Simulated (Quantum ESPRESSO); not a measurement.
## Ru2Ta2Hf2ZrMo (input and log of a self-consistent run)

A calculation, not a measurement. The program is pw.x of Quantum ESPRESSO 7.5 (plane-wave density functional theory). The cell is made up: eight metal atoms on a hexagonal close-packed lattice, with elements, volume, strain and displacements drawn at random and not relaxed, so it may be unstable or far from any real phase. PseudoDojo standard norm-conserving files set the functional (PBE unless stated); there is no spin polarisation or spin-orbit coupling, the Fermi-Dirac width of 0.25 eV means electrons at about 2900 K, and the masses in the input are unused placeholders. Heavy elements are run without spin-orbit coupling, which real alloys of them have. A spin test at this wide smearing found no moment, but such smearing suppresses magnetism that the real alloy may have.

Input:

```
&control calculation='scf', pseudo_dir='./dojo.nc.sr.pbe.v0_5.standard.upf', outdir='./o', disk_io='minimal', tprnfor=.true., tstress=.true. /
&system ibrav=0, nat=8, ntyp=5, nbnd=72, ecutwfc=84.00895049, nosym=.true., tot_charge=0,
 occupations='smearing', smearing='fd', degauss=0.0183746611
/
&electrons conv_thr=1.470e-08, electron_maxstep=70, mixing_beta=0.5 /
ATOMIC_SPECIES
Hf 1.0 Hf.upf
Mo 1.0 Mo.upf
Ru 1.0 Ru.upf
Ta 1.0 Ta.upf
Zr 1.0 Zr.upf
CELL_PARAMETERS angstrom
0.0775 5.1642 0.0303
2.9091 0.0738 4.8763
2.9691 0.0157 -4.9123
ATOMIC_POSITIONS angstrom
Ru -0.0796 0.0503 -0.1027
Ta 2.9037 0.1697 0.0218
Hf 2.9141 1.8289 -2.4517
Zr 2.8912 1.7322 2.2976
Mo 1.4761 2.6076 0.0045
Ru 4.5094 2.6213 0.0116
Ta 1.5241 4.3322 -2.5122
Hf 1.5409 4.3415 2.3931
K_POINTS automatic
5 5 5 1 1 1
```

The log is shortened where brackets say so; the opening notice, blank lines, dates and the lines on written files are dropped, and the path of the files is cut. It prints rydbergs, bohrs and kilobars, and counts compression as positive stress. Its total energy is the free energy E - TS of the whole cell.

```
     Program PWSCF v.7.5
     Parallel version (MPI & OpenMP), running on       4 processor cores
     Number of MPI processes:                 4
     Threads/MPI process:                     1
     [start-up lines left out]
     bravais-lattice index     =            0
     lattice parameter (alat)  =       9.7602  a.u.
     unit-cell volume          =    1002.3132 (a.u.)^3
     number of atoms/cell      =            8
     number of atomic types    =            5
     number of electrons       =       108.00
     number of Kohn-Sham states=           72
     kinetic-energy cutoff     =      84.0090  Ry
     charge density cutoff     =     336.0358  Ry
     scf convergence threshold =      1.5E-08
     mixing beta               =       0.5000
     number of iterations used =            8  plain     mixing
     Exchange-correlation= PBE
                           (   1   4   3   4   0   0   0)
     [axes and pseudopotential details left out]
   Cartesian axes
     site n.     atom                  positions (alat units)
         1        Ru     tau(   1) = (  -0.0154118   0.0097389  -0.0198843  )
         2        Ta     tau(   2) = (   0.5622019   0.0328566   0.0042208  )
         3        Hf     tau(   3) = (   0.5642155   0.3541038  -0.4746876  )
         4        Zr     tau(   4) = (   0.5597817   0.3353811   0.4448514  )
         5        Mo     tau(   5) = (   0.2857961   0.5048723   0.0008713  )
         6        Ru     tau(   6) = (   0.8730906   0.5075248   0.0022459  )
         7        Ta     tau(   7) = (   0.2950897   0.8387819  -0.4864014  )
         8        Hf     tau(   8) = (   0.2983424   0.8405826   0.4633417  )
     number of k points=    63  Fermi-Dirac smearing, width (Ry)=  0.0184
                       cart. coord. in units 2pi/alat
        k(    1) = (   0.1742497   0.0973951   0.0004900), wk =   0.0320000
        k(    2) = (   0.3493704   0.0953798  -0.1039529), wk =   0.0320000
     [further k points left out]
     Dense  grid:   104345 G-vectors     FFT dimensions: (  60,  64,  64)
     Estimated max dynamical RAM per process >     432.29 MB
     Estimated total dynamical RAM >       1.61 GB
     Initial potential from superposition of free atoms
     starting charge     107.9891, renormalised to     108.0000
     Starting wfcs are   80 randomized atomic wfcs
     total cpu time spent up to now is        6.9 secs
     per-process dynamical memory:   340.5 Mb
     Self-consistent Calculation
     iteration #  1     ecut=    84.01 Ry     beta= 0.50
     Davidson diagonalization with overlap
     ethr =  1.00E-02,  avg # of iterations =  2.7
     total cpu time spent up to now is       22.8 secs
     total energy              =   -1130.13697642 Ry
     estimated scf accuracy    <       3.37052053 Ry
     iteration #  2     ecut=    84.01 Ry     beta= 0.50
     Davidson diagonalization with overlap
     ethr =  3.12E-03,  avg # of iterations =  3.6
     total cpu time spent up to now is       41.0 secs
     total energy              =   -1130.06567171 Ry
     estimated scf accuracy    <      29.28953719 Ry
     iteration #  3     ecut=    84.01 Ry     beta= 0.50
     Davidson diagonalization with overlap
     ethr =  3.12E-03,  avg # of iterations =  2.0
     total cpu time spent up to now is       56.1 secs
     total energy              =   -1132.01821960 Ry
     estimated scf accuracy    <       2.20742102 Ry
     iteration #  4     ecut=    84.01 Ry     beta= 0.50
     Davidson diagonalization with overlap
     ethr =  2.04E-03,  avg # of iterations =  1.0
     total cpu time spent up to now is       68.6 secs
     total energy              =   -1132.09065302 Ry
     estimated scf accuracy    <       0.35300259 Ry
     iteration #  5     ecut=    84.01 Ry     beta= 0.50
     Davidson diagonalization with overlap
     ethr =  3.27E-04,  avg # of iterations =  3.2
     total cpu time spent up to now is       83.5 secs
     total energy              =   -1132.07875139 Ry
     estimated scf accuracy    <       0.14715299 Ry
     [iterations 6 to 16 left out]
     iteration # 17     ecut=    84.01 Ry     beta= 0.50
     Davidson diagonalization with overlap
     ethr =  3.13E-10,  avg # of iterations =  2.0
     total cpu time spent up to now is      259.2 secs
     total energy              =   -1132.12134561 Ry
     estimated scf accuracy    <       0.00000060 Ry
     iteration # 18     ecut=    84.01 Ry     beta= 0.50
     Davidson diagonalization with overlap
     ethr =  3.13E-10,  avg # of iterations =  1.0
     total cpu time spent up to now is      271.4 secs
     total energy              =   -1132.12134565 Ry
     estimated scf accuracy    <       0.00000012 Ry
     iteration # 19     ecut=    84.01 Ry     beta= 0.50
     Davidson diagonalization with overlap
     ethr =  1.14E-10,  avg # of iterations =  1.0
     total cpu time spent up to now is      283.5 secs
     total energy              =   -1132.12134566 Ry
     estimated scf accuracy    <       0.00000002 Ry
     iteration # 20     ecut=    84.01 Ry     beta= 0.50
     Davidson diagonalization with overlap
     ethr =  1.53E-11,  avg # of iterations =  2.6
     total cpu time spent up to now is      298.4 secs
     total energy              =   -1132.12134566 Ry
     estimated scf accuracy    <       0.00000005 Ry
     iteration # 21     ecut=    84.01 Ry     beta= 0.50
     Davidson diagonalization with overlap
     ethr =  1.53E-11,  avg # of iterations =  2.0
     total cpu time spent up to now is      311.5 secs
     End of self-consistent calculation
     [lines on levels left out]
!    total energy              =   -1132.12134566 Ry
     estimated scf accuracy    <          3.1E-09 Ry
     smearing contrib. (-TS)   =      -0.16241354 Ry
     internal energy E=F+TS    =   -1131.95893212 Ry
     The total energy is F=E-TS. E is the sum of the following terms:
     one-electron contribution =    -232.05655064 Ry
     hartree contribution      =     169.36350504 Ry
     xc contribution           =    -225.08638645 Ry
     ewald contribution        =    -844.17950007 Ry
     convergence has been achieved in  21 iterations
     Forces acting on atoms (cartesian axes, Ry/au):
     atom    1 type  3   force =     0.00191445   -0.01058041    0.00765510
     atom    2 type  4   force =     0.01114746   -0.02853469   -0.07314228
     atom    3 type  1   force =    -0.00428972   -0.00899609   -0.01029760
     atom    4 type  5   force =     0.02450646    0.03577558    0.06829530
     atom    5 type  2   force =    -0.02893725    0.01769412   -0.03150703
     atom    6 type  3   force =     0.00518985    0.01976121   -0.00834181
     atom    7 type  4   force =     0.02039462   -0.01007274    0.00815697
     atom    8 type  1   force =    -0.02992587   -0.01504698    0.03918135
     Total force =     0.138144     Total SCF correction =     0.000161
     Computing stress (Cartesian axis) and pressure
          total   stress  (Ry/bohr**3)                   (kbar)     P=      -10.92
  -0.00000520  -0.00003819  -0.00009591           -0.77       -5.62      -14.11
  -0.00003819   0.00007555   0.00003408           -5.62       11.11        5.01
  -0.00009591   0.00003408  -0.00029312          -14.11        5.01      -43.12
     init_run     :      6.46s CPU      6.78s WALL (       1 calls)
     electrons    :    297.52s CPU    304.66s WALL (       1 calls)
     forces       :      2.75s CPU      2.76s WALL (       1 calls)
     stress       :      9.51s CPU      9.74s WALL (       1 calls)
     [timing details left out]
     PWSCF        :   5m16.37s CPU   5m24.09s WALL
     JOB DONE.
```

In other units: free energy -15403.296 eV for the cell, pressure -1.09 GPa, largest force component 1.881 eV/Å in size. The run took 326 s of wall time with four MPI processes on a shared machine (Intel Xeon, 2023 or later, virtual cores), so the time is rough. A rerun of this cell at a higher cutoff and on a denser mesh moved values by no more than 0.008 eV in energy, 0.05 GPa in stress and 0.005 eV/Å in force, and a second program with other atomic files agreed on that cell to 2 % rms in force and 0.5 GPa in pressure.